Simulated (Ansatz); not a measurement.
GaN (zinc blende)

```xyz
4
Lattice="0.0000 4.4982 4.4982 2.2491 2.2491 4.4982 2.2491 2.2491 0.0000" Properties=species:S:1:pos:R:3 pbc="T T T"
N      3.3736     3.3736     3.3736
N      3.3736     5.6227     5.6227
Ga     0.0000     0.0000     0.0000
Ga     2.2491     4.4982     2.2491
```

A phonon eigenvector at X = (0.5, 0.5, 0.0) is frozen into this cell: atom i moves by Q times the vector below, so Q is the largest atomic displacement, in Å. The cell is held. (q is in reciprocal vectors of the primitive cell; the cell shown is doubled to hold the pattern.)

```tsv
atom	x	y	z
N1	0.000	0.000	-1.000
N2	0.000	0.000	1.000
```

Atoms not listed stay in place.

The numbers are results of r2SCAN (plane waves to 500 eV, PAW, scalar-relativistic; Ansatz, a quantum-chemistry and plane-wave program), not measurements. k mesh 13×13×13 (Γ-centred), Fermi-Dirac smearing 0.05 eV. The energy includes the smearing's −TS. GaN was relaxed with its symmetry unable to fall. The PAW data are Ansatz's earlier set. ΔE is measured from the undisplaced structure.

| Q (Å) | ΔE (meV/cell) |
|---|---|
| -0.180 | 780 |
| -0.150 | 543 |
| -0.120 | 349 |
| -0.090 | withheld |
| -0.060 | 87 |
| -0.030 | 22 |
| 0.000 | 0 |
| 0.030 | 22 |
| 0.060 | 87 |
| 0.090 | withheld |
| 0.120 | 349 |
| 0.150 | 543 |
| 0.180 | 780 |

Q: Fit an even polynomial form (powers 2, 4) to the given rows and predict ΔE at Q = -0.090.

A: Least squares on the 11 given rows: ΔE = (24320)·Q² + (-7512)·Q⁴, in meV/cell with Q in Å; root-mean-square residual 0.3 meV/cell. At -0.090 the fit gives 196 meV/cell; the calculation gives 196 meV/cell, the same to the digits shown. The quadratic term alone would give 197 meV/cell.

(A displaced cell: forces are minus the slopes of the energy, force constants its curvatures, and phonons follow from these.)
